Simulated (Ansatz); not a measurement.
CdTe:
```
CELL_PARAMETERS angstrom
      4.52482     0.00000     0.00000
     -2.26241     3.91861     0.00000
      0.00000     0.00000     7.42667
ATOMIC_POSITIONS crystal
  Cd 0.33333 0.66667 0.50042
  Cd 0.66667 0.33333 0.00042
  Te 0.66667 0.33333 0.37458
  Te 0.33333 0.66667 0.87458
```

Relaxed with LDA. Special points in fractions of this cell's reciprocal vectors: Γ (0.000, 0.000, 0.000); M (0.500, 0.000, 0.000); K (0.333, 0.333, 0.000); A (0.000, 0.000, 0.500); L (0.500, 0.000, 0.500); H (0.333, 0.333, 0.500).

### Question
List the band energies nearest the valence-band maximum at these points for DFT-LDA in the program Ansatz with PAW potentials.

### Answer
In eV from the valence-band maximum; about four levels below and three above (degenerate sets whole), none deeper than 8.9 eV; points with the same levels are listed once.

```csv
k,below,above
Γ,-0.86 -0.86 -0.09 0.00 0.00,0.65 1.50 4.43 4.43
M,-2.91 -2.00 -1.56 -0.85,2.29 2.59 3.96
K,-3.26 -2.11 -2.11 -1.91,3.11 4.19 4.19
A,-0.46 -0.46 -0.46 -0.46,1.92 1.92 4.91 4.91 4.91 4.91
L,-1.55 -1.55 -1.49 -1.49,2.11 2.11 3.68 3.68
H,-2.68 -2.68 -1.27 -1.27,2.79 2.79 4.87 4.87
```

Space group P6_3mc (wurtzite). The first step of the workflow began from a Materials Project structure, measured or hypothetical; the Crystallography Open Database copy checked does not list it. It is not the phase usual at ambient conditions (space group No. 216). The cell was relaxed with LDA under the symmetry of its start; its stability against distortions is not shown here. Scalar-relativistic: spin–orbit coupling is off unless named, which matters more the heavier the elements.

Potentials: the earlier of the program's two PAW sets. The files were generated under PBE; for other functionals the program regenerates the frozen cores, and for LDA and PBEsol the local potential too.
